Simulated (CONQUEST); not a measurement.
A self-consistent single point of SiNi (Pnma, 8 atoms in the cell; from Materials Project mp-351, changed as shown) with CONQUEST.

Level of theory: PBE, numerical atomic orbitals double-zeta with polarisation (the shipped basis), PseudoDojo norm-conserving potentials made for PBE (CONQUEST 1.3).

The change in words: lattice scaled by 0.98. Reference geometry (Pnma):
```
SiNi
1.0
    5.14154     0.00000     0.00000
    0.00000     3.32130     0.00000
    0.00000     0.00000     5.56978
Si Ni
4 4
Direct
  0.82109   0.75000   0.58232
  0.17891   0.25000   0.41768
  0.67891   0.25000   0.08232
  0.32109   0.75000   0.91768
  0.50795   0.25000   0.68852
  0.49205   0.75000   0.31148
  0.99205   0.75000   0.18852
  0.00795   0.25000   0.81148
```

Reference input (self-consistent single point, DFT, PBE, numerical atomic orbitals double-zeta with polarisation (the shipped basis), PseudoDojo norm-conserving potentials made for PBE): basis = DZP; Diag.MPMeshX, Y, Z = 6 10 6; potentials = PseudoDojo norm-conserving PBE; Grid.GridCutoff = 140 Ha; DM.SolutionMethod = diagon; Diag.kT = 0.003675 Ha; Diag.GammaCentred = true; minE.SCTolerance = 1.0e-06; SC.MaxIters = 100; SC.LinearMixingFactor = 0.5; SC.KerkerPreCondition = true; SC.KerkerFactor = 0.5 1/bohr. This run's input differs from it in these lines:

```diff
@@ -32,5 +32,5 @@
 # file: coords.dat
-     9.716102459      0.000000000      0.000000000
-     0.000000000      6.276347378      0.000000000
-     0.000000000      0.000000000     10.525358774
+     9.521780032      0.000000000      0.000000000
+     0.000000000      6.150820430      0.000000000
+     0.000000000      0.000000000     10.314850843
 8
```

Output, abridged:

```
    PulayMixSC: Starting Pulay mixing, A_up =  0.500 A_dn =  0.500
    PulayMixSC: Spin non-polarised calculation.
    PulayMixSC: with Kerker preconditioning, q0 =  0.500
          Harris-Foulkes Energy            :      -688.183634777104544 Ha
          Free Energy (E-TS)               :      -688.185873088140170 Ha
    PulayMixSC: Pulay iteration     1 residual:              0.26579E-02
          Harris-Foulkes Energy            :      -688.158183370472443 Ha
          Free Energy (E-TS)               :      -688.160480724704144 Ha
    PulayMixSC: Pulay iteration     2 residual:              0.14447E-02
   [... lines left out ...]
          Free Energy (E-TS)               :      -688.140717950685826 Ha
    PulayMixSC: Pulay iteration    12 residual:              0.26857E-05
          Harris-Foulkes Energy            :      -688.138181662048964 Ha
          Free Energy (E-TS)               :      -688.140718085421554 Ha
    PulayMixSC: Pulay iteration    13 residual:              0.18905E-05
          Harris-Foulkes Energy            :      -688.138181654137725 Ha
          Free Energy (E-TS)               :      -688.140717941804837 Ha
    PulayMixSC: Pulay iteration    14 residual:              0.78966E-06
    PulayMixSC: Reached SCF tolerance of  0.78966E-06 after     14 iterations
      | Number of electrons      =        88.000085
      | GS Energy as E-(1/2)TS   =      -688.139449797971338 Ha
      | Free Energy as E-TS      =      -688.140717941804837 Ha
      |* Harris-Foulkes energy   =      -688.138181654137725 Ha
      |* DFT total energy        =      -688.138181634720240 Ha

    force: Forces on atoms (Ha/a0)
    force:  Atom   X              Y              Z
    force:     1   0.0027974147  -0.0000000000   0.0026944765
    force:     2  -0.0027974147  -0.0000000000  -0.0026944765
    force:     3  -0.0027974147   0.0000000000   0.0026944765
    force:     4   0.0027974147  -0.0000000000  -0.0026944765
    force:     5   0.0041399325  -0.0000000000  -0.0071860533
    force:     6  -0.0041399325  -0.0000000000   0.0071860533
   [... lines left out ...]
    force: Maximum force :        0.00718605(Ha/a0) on atom         6 in z direction
   [... lines left out ...]
    force: Force Residual:        0.00647550 Ha/a0
    force: Total stress:        -24.21548345     0.00000000    -0.00000000 GPa
                            -0.00000000   -22.90777297     0.00000000
                            -0.00000000     0.00000000   -24.51465341
    force: Average pressure:     23.87930328 GPa

    get_E_and_F: Change in energy during last step of electronic optimisation:  0.79112E-08
```

The run converged in 14 iterations. CONQUEST prints the stress tensor with tension positive. Against the reference run the free energy goes up by 71.0 meV/atom, the pressure goes from 9.34 to 23.88 GPa and the largest force goes from 0.190 to 0.426 eV/Å.

The program uses no crystal symmetry, so grid and mesh can part values that symmetry would make equal. The atom-centred basis is finite, which shifts total energies, pressures and forces against plane waves. The run has no spin polarisation, so moments on Ni cannot form. The structure comes from a collection of computed structures, made at another level of theory; the collection holds predicted forms beside known ones. At this pressure the cell is far from its equilibrium volume at this level.

Cost on one core: around 6 core-minutes (rough).
